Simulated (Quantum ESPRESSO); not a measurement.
One change at a time to MoOs2ScTi4

All numbers below are calculated, not measured. They come from Quantum ESPRESSO 7.5, a public plane-wave density functional program. Each row is one single-point run on a made-up periodic cell of eight metal atoms, with elements, volume, strain and displacements drawn at random and not relaxed, so a cell may be unstable or far from any real phase. There is no spin polarisation or spin-orbit coupling.

Settings: PBE unless stated; PseudoDojo standard norm-conserving files; Fermi-Dirac width 0.25 eV, which means electrons at about 2900 K; cutoff 1143 eV; 5 x 5 x 4 k mesh shifted half a step off Gamma. E is the free energy of the whole cell (internal energy minus TS), so a -TS column is already part of it. Stress is positive in tension, and the pressure P is minus a third of its trace.

Checks: one run of this series was repeated at a higher cutoff and on a denser mesh, which moved values by no more than 0.003 eV, 0.06 GPa and 0.006 eV/Å, and a second program with other atomic files agreed on it to 2 % rms in force and 0.5 GPa in pressure. Known limits: heavy elements are run without spin-orbit coupling, which real alloys of them have; a spin test at this wide smearing found no moment, but such smearing suppresses magnetism that the real alloy may have.

The lattice is hexagonal close-packed, and the cell vectors in Å are (0.023, -0.056, -4.561); (0.083, 4.893, 0.061); (5.662, 0.096, -0.029), a volume of 126.32 Å³ in run 1. The elements on sites 1 to 8 are Os Mo Ti Sc Os Ti Ti Ti. Each later run makes one change to run 1 and keeps the rest. E is counted from run 1, and is n/a where other atomic files have another zero of energy.

```
run,change,V (Å³),P (GPa),-TS (eV),rms force (eV/Å),largest change of a force component (eV/Å),E (eV)
1,none,126.32,10.89,-2.074,1.345,0.000,0.000
2,sites 1 and 3 exchanged,126.32,10.60,-2.033,1.176,1.139,-0.162
3,all lengths scaled by -1.71 %,119.95,21.59,-1.971,1.470,0.420,?
4,LDA in place of PBE,126.32,-0.52,-2.095,1.236,0.331,n/a
5,Au on site 4,126.32,6.82,-1.987,1.310,0.614,n/a
6,site 2 moved by +0.24 Å along x,126.32,12.13,-2.014,1.392,0.908,0.268
```

## Worked estimate

Along a uniform scaling dE = -P dV. The mean of the two pressures is 16.240 GPa and the volume changes by -6.37 Å³, with 160.2 GPa to one eV/Å³. The same two rows give -V dP/dV = 207 GPa for this cell with clamped atoms, which is not the bulk modulus of a real alloy.

## Withheld value

Question: what E should run 3 give?

The estimate is 0.646 eV. The calculation gave 0.638 eV. The mean of two end points misses the curvature of P, and the finite cutoff adds a little.
